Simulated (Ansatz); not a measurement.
**Co2Si: Field gradients at the nuclei**

The cell is a COD entry, its atoms then relaxed with PBE in this cell.

Space group Pnma (No. 62); a = 4.9180, b = 3.7380, c = 7.1090 Å.

```
site  Wyckoff  site symmetry       x       y       z
 Co1       4c            .m.  0.9647  0.7500  0.2169
 Co5       4c            .m.  0.8263  0.7500  0.5638
  Si       4c            .m.  0.2953  0.7500  0.6067
```

One atom of each set is listed.

Level of theory: DFT, r2SCAN, plane waves and PAW, scalar-relativistic, collinear spin, 500 eV cutoff, Γ-centred 9×12×6 k-points, Fermi–Dirac smearing 0.05 eV (Ansatz 0.2.0). Start moments as typed (μB): 3 on each Co, none on the rest.

Conventions: |V_zz| ≥ |V_yy| ≥ |V_xx|, η = (V_xx − V_yy)/V_zz, C_Q = eQV_zz/h.

Co-59: I = 7/2, Q = 420.0 mb. Quadrupole moments are those of Pyykkö's year-2017 table.

```tsv
site	atoms	first shell	V_zz (10²¹ V/m²)	η	C_Q (MHz)
Co1	4	5 Si at 2.34–2.59 Å, 8 Co at 2.50–2.67 Å	3.00	0.52	30.5
Co5	4	5 Si at 2.31–2.63 Å, 8 Co at 2.56–2.69 Å	-2.35	0.32	-23.8
Si	4	10 Co at 2.31–2.63 Å	3.13	0.17	–
```

Si has no stable isotope with a ground-state quadrupole moment in the table, so no C_Q is given.

At this cell the r2SCAN pressure is -9 GPa, so with r2SCAN the cell would shrink if it were relaxed. The entry's cell may itself be off. The program didn't check the stability of this electronic state in full, so a lower one may lie near. With no gap above 0.1 eV, as in a metal, the gradients converge slowly in k; expect changes of a tenth or more on a denser mesh. With these PAW files V_zz is typically within 2 to 3 % of all-electron values, but misses above 10 % occur on Co. The run lost most of its start moments on Co; a state with other moments may lie lower. The magnetic order is the one that the run reached from its start moments, not necessarily the measured one.
